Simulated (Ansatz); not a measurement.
# Cutoff convergence: ZrC

System: ZrC (rock salt type, first atom moved by 0.06 Å along [111]), 2 atoms in the cell.

```
CELL_PARAMETERS angstrom
0.00000 2.35500 2.35500
2.35500 0.00000 2.35500
2.35500 2.35500 0.00000
ATOMIC_POSITIONS crystal
Zr 0.00735 0.00735 0.00735
C 0.50000 0.50000 0.50000
```

The calculation used HSE06, plane waves, PAW datasets (generated soft set 1) (Ansatz 0.2.0 development build).

Exchange singularity: Wigner-Seitz; k-mesh 4×4×4 Γ-centred; Fermi–Dirac smearing of 0.1 eV; no spin polarisation.

At 560 eV the pressure at a fixed basis is -2.67 GPa. Another run of the series gave -2.74 GPa at a fixed basis and an energy +0.8 meV/atom from the top run.

Problem. Which cutoff did it use?
A. 380 eV
B. 280 eV
C. 300 eV
D. 480 eV
E. 320 eV
F. 420 eV
G. 340 eV

Solution. F. The series:

| cutoff (eV) | E − E(top) (meV/atom) | pressure at fixed basis (GPa) | corrected pressure (GPa) | rms force change (meV/Å) |
| --- | --- | --- | --- | --- |
| 280 | 86.0 | -8.34 | -1.76 | 0.9 |
| 300 | 46.8 | -5.99 | -2.47 | 13.2 |
| 320 | 24.1 | -4.51 | -2.57 | 7.1 |
| 340 | 14.4 | -3.84 | -2.59 | 0.2 |
| 380 | 3.6 | -3.02 | -2.63 | 0.0 |
| 420 | 0.8 | -2.74 | -2.64 | 0.5 |
| 480 | 0.2 | -2.66 | -2.65 | 0.0 |
| 560 | 0.0 | -2.67 | -2.66 | 0.0 |

The k-mesh is coarse, so these values belong to this mesh and can lie far from the converged ones.
